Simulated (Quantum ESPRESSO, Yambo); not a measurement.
Ca2Si (space group Fm-3m, No. 225) under isotropic strain (on all lattice vectors), counted from the cell relaxed with PBEsol, atoms relaxed at each step. norm-conserving PBEsol (Quantum ESPRESSO, 68 Ry, without SOC); G0W0 in Yambo (4×4×4 Γ-centred k mesh, bands 3 to 164 and a 8 Ry block in the screening, 164 bands in G with the Bruneval-Gonze terminator, plasmon pole fitted at 27.2 eV).

```tsv
strain (%)	PBEsol gap (eV)	kind	G0W0 direct gap (eV)
-3	…	direct	…
-1.5	0.39	direct	1.05 at X
-0.7	0.43	near tie	1.09 at X
0	0.47	near tie	1.14 at X
+1	0.51	near tie	1.19 at X
+2	0.54	near tie	1.24 at X
```

Question: Estimate the withheld gaps from the other strains; the computed values follow.

Answer: 
- -3, PBEsol gap (eV): 0.31
- -3, G0W0 direct gap (eV): 0.93 at X

GW, BSE and RPA settings are held fixed; their convergence isn't established. «Near tie»: competing band extrema lie within 0.03 eV. Strains are linear. The screening block changes size along the series (229 vectors at -3 %, 259 vectors at -1.5 %, 259 vectors at -0.7 %, 283 vectors at +0 %, 283 vectors at +1 %, 283 vectors at +2 %), which puts steps into the G0W0 values. 

The structure is a Materials Project entry; no match was found in the copy of COD used, and its stability was not checked.
